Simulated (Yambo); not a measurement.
Yambo run on BN (space group P6_3/mmc, No. 194). The wavefunctions come from this Quantum ESPRESSO step (PBEsol, PseudoDojo standard norm-conserving files, scalar-relativistic):

```
&CONTROL
  calculation = 'nscf'
  pseudo_dir = './pseudo'
  outdir = './out'
/
&SYSTEM
  ibrav = 0
  nat = 4
  ntyp = 2
  ecutwfc = 84.0
  ecutrho = 336.0
  occupations = 'fixed'
  force_symmorphic = .true.
  nbnd = 96
/
&ELECTRONS
  conv_thr = 4e-09
  diago_full_acc = .true.
  diago_thr_init = 1e-08
/
ATOMIC_SPECIES
B 10.8100 B.upf
N 14.0070 N.upf
CELL_PARAMETERS angstrom
  2.505356740084   0.000000000000   0.000000000000
 -1.252678370042   2.169702582456   0.000000000000
  0.000000000000   0.000000000000   6.610266186000
ATOMIC_POSITIONS crystal
B   0.333333333000   0.666666667000   0.250000000000
B   0.666666666333   0.333333333667   0.750000000000
N   0.333333333000   0.666666667000   0.750000000000
N   0.666666666333   0.333333333667   0.250000000000
K_POINTS automatic
6 6 2 0 0 0
```

Yambo input:

```
rim_cut
gw0
dyson
el_el_corr
HF_and_locXC
ppa
em1d
RandQpts= 1000000
RandGvec= 1 Ry
EXXRLvcs= 84 Ry
VXCRLvcs= 336 Ry
Chimod= "HARTREE"
% BndsRnXp
 1 | 95 |
%
NGsBlkXp= 10 Ry
% LongDrXp
 1.0 | 1.0 | 1.0 |
%
PPAPntXp= 27.2114 eV
% GbndRnge
 1 | 95 |
%
GTermKind= "BG"
DysSolver= "n"
ExtendOut
% QPkrange
 1 | 1 | 8 | 9 |
 2 | 2 | 8 | 9 |
 7 | 7 | 8 | 9 |
 8 | 8 | 8 | 9 |
 13 | 13 | 8 | 9 |
 14 | 14 | 8 | 9 |
%
```

k points by index: 1 = Γ, 2 = A, 7 = M, 8 = L, 13 = K, 14 = H.

Table of the .qp output:

```
#    K-point    Band    Eo [eV]    E [eV]    E-Eo [eV]    Vxc [eV]    Vnlxc [eV]    Sc|Eo [eV]    Sc|E [eV]    dSc/dw|Eo [eV]    Re(Z)    Im(Z)
#
    1    8    -1.267955    -2.403287    -1.135333    -18.22817    -22.72299    3.096800    3.359488    -6.295560    0.812111    -0.969694E-3
    1    9    5.113111    5.534703    0.421592    -8.968871    -4.567911    -3.905925    -3.979367    -4.739330    0.851667    -0.899782E-3
    2    8    -1.287698    -2.421820    -1.134123    -18.20554    -22.70903    3.107090    3.369358    -6.292203    0.812192    -0.991345E-3
    2    9    7.527914    8.241646    0.713732    -11.00804    -5.836695    -4.312826    -4.457609    -5.517672    0.831405    -0.002622
    7    8    -0.417680    -1.323786    -0.906107    -16.25546    -19.84200    2.459665    2.680430    -6.629186    0.804104    -0.001111
    7    9    4.188800    4.911000    0.722200    -10.41585    -5.409999    -4.144991    -4.283654    -5.224025    0.838940    -0.935304E-3
    8    8    -0.925471    -1.904101    -0.978631    -15.50495    -19.17564    2.454986    2.692057    -6.591283    0.805005    -0.001153
    8    9    4.669208    5.452010    0.782803    -11.09410    -6.011165    -4.145242    -4.300132    -5.383585    0.834833    -0.969368E-3
    13    8    -0.089250    -0.949501    -0.860251    -16.19039    -19.51842    2.261396    2.467787    -6.527917    0.806517    -0.001105
    13    9    4.829528    5.678563    0.849035    -11.52936    -6.123205    -4.380326    -4.557123    -5.665657    0.827670    -0.001048
    14    8    0.000000    -0.854363    -0.854363    -16.46999    -19.83417    2.303810    2.509814    -6.560595    0.805737    -0.001096
    14    9    4.594465    5.404311    0.809845    -11.02104    -5.691081    -4.355473    -4.520115    -5.531467    0.831062    -0.001002
```
(The two width columns are left out.) Convergence of these settings isn't established.

Geometry relaxed with PBE+D3(BJ).
